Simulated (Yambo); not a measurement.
Yambo run on NaI (rock salt, space group Fm-3m, No. 225). The wavefunctions come from this Quantum ESPRESSO step (PBEsol, PseudoDojo standard norm-conserving files, fully relativistic):

```
&CONTROL
  calculation = 'nscf'
  pseudo_dir = './pseudo'
  outdir = './out'
/
&SYSTEM
  ibrav = 0
  nat = 2
  ntyp = 2
  ecutwfc = 88.0
  ecutrho = 352.0
  occupations = 'fixed'
  force_symmorphic = .true.
  nbnd = 185
  noncolin = .true.
  lspinorb = .true.
/
&ELECTRONS
  conv_thr = 2e-09
  diago_full_acc = .true.
  diago_thr_init = 1e-08
/
ATOMIC_SPECIES
Na 22.9898 Na.upf
I 126.9045 I.upf
CELL_PARAMETERS angstrom
  0.000000000000   3.200333581000   3.200333581000
  3.200333581000   0.000000000000   3.200333581000
  3.200333581000   3.200333581000   0.000000000000
ATOMIC_POSITIONS crystal
Na   0.000000000000   0.000000000000   0.000000000000
I   0.500000000000   0.500000000000   0.500000000000
K_POINTS automatic
4 4 4 0 0 0
```

Yambo input:

```
rim_cut
gw0
dyson
el_el_corr
HF_and_locXC
ppa
em1d
RandQpts= 1000000
RandGvec= 1 Ry
EXXRLvcs= 88 Ry
VXCRLvcs= 352 Ry
Chimod= "HARTREE"
% BndsRnXp
 3 | 180 |
%
NGsBlkXp= 7 Ry
% LongDrXp
 1.0 | 1.0 | 1.0 |
%
PPAPntXp= 27.2114 eV
% GbndRnge
 1 | 180 |
%
GTermKind= "BG"
DysSolver= "n"
ExtendOut
% QPkrange
 1 | 1 | 14 | 18 |
 3 | 3 | 16 | 17 |
 7 | 7 | 16 | 17 |
 8 | 8 | 16 | 17 |
%
```

k points by index: 1 = Γ, 3 = L, 7 = X, 8 = W.

Table of the .qp output:

```
#    K-point    Band    Eo [eV]    E [eV]    E-Eo [eV]    Vxc [eV]    Vnlxc [eV]    Sc|Eo [eV]    Sc|E [eV]    dSc/dw|Eo [eV]    Re(Z)    Im(Z)
#
    1    14    -0.76282E-13    -1.377296    -1.377296    -11.25099    -14.09910    1.149328    1.470812    -6.351061    0.810766    -0.001434
    1    15    0.000000    -1.376994    -1.376994    -11.25099    -14.09910    1.149694    1.471109    -6.351103    0.810765    -0.001435
    1    16    0.000000    -1.380742    -1.380742    -11.25099    -14.09912    1.145100    1.467383    -6.350965    0.810769    -0.001434
    1    17    3.248347    3.873752    0.625404    -7.623578    -3.794573    -3.087123    -3.203601    -5.066902    0.843022    -0.001294
    1    18    3.248347    3.873752    0.625404    -7.623578    -3.794573    -3.087123    -3.203601    -5.066902    0.843022    -0.001294
    3    16    -0.326218    -1.746079    -1.419861    -10.95254    -13.92753    1.221149    1.555128    -6.400125    0.809583    -0.001451
    3    17    4.609374    5.210194    0.600819    -7.213931    -3.410059    -3.089071    -3.203052    -5.161150    0.840568    -0.001294
    7    16    -0.858463    -2.336644    -1.478181    -10.65460    -13.81734    1.333193    1.684562    -6.467707    0.807958    -0.001466
    7    17    4.117774    4.789466    0.671692    -7.824550    -3.956143    -3.069838    -3.196715    -5.139036    0.841143    -0.001310
    8    16    -1.213478    -2.693821    -1.480344    -10.28647    -13.47736    1.358215    1.710552    -6.476047    0.807758    -0.001469
    8    17    5.515419    6.243827    0.728408    -8.554107    -4.439034    -3.241269    -3.386665    -5.430643    0.833628    -0.001286
```
(The two width columns are left out.) Convergence of these settings isn't established.

Geometry relaxed with PBEsol.
